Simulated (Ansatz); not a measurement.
Here is the system:

B:
```cif
data_B
_chemical_formula_sum 'B1'
_space_group_name_H-M_alt 'P 1'
_space_group_IT_number 1
_cell_length_a 1.98926
_cell_length_b 1.98926
_cell_length_c 1.98926
_cell_angle_alpha 109.471
_cell_angle_beta 109.471
_cell_angle_gamma 109.471
loop_
_space_group_symop_operation_xyz
  'x, y, z'
loop_
_atom_site_label
_atom_site_type_symbol
_atom_site_fract_x
_atom_site_fract_y
_atom_site_fract_z
_atom_site_occupancy
B1 B 0.00000 0.00000 0.00000 1
```

This is the PBEsol-relaxed structure.

**Question.** All from PBEsol in the plane-wave PAW code Ansatz, unless another level is named. Estimate the electronic character.

**Answer.** metallic (no gap).

**Question.** Predict the density of states at the Fermi level.

**Answer.** 0.20 states/eV per atom (mean over ±0.08 eV).

Space group Im-3m (bcc (W type)). A made-up cell: these elements were put on the sites of a structure type; neither database checked (COD, Materials Project) lists it. It is not the phase usual at ambient conditions (space group No. 166). Symmetry was held in the PBEsol relaxation. At this level the phase is mechanically unstable.

Potentials: the later of the program's two PAW sets.
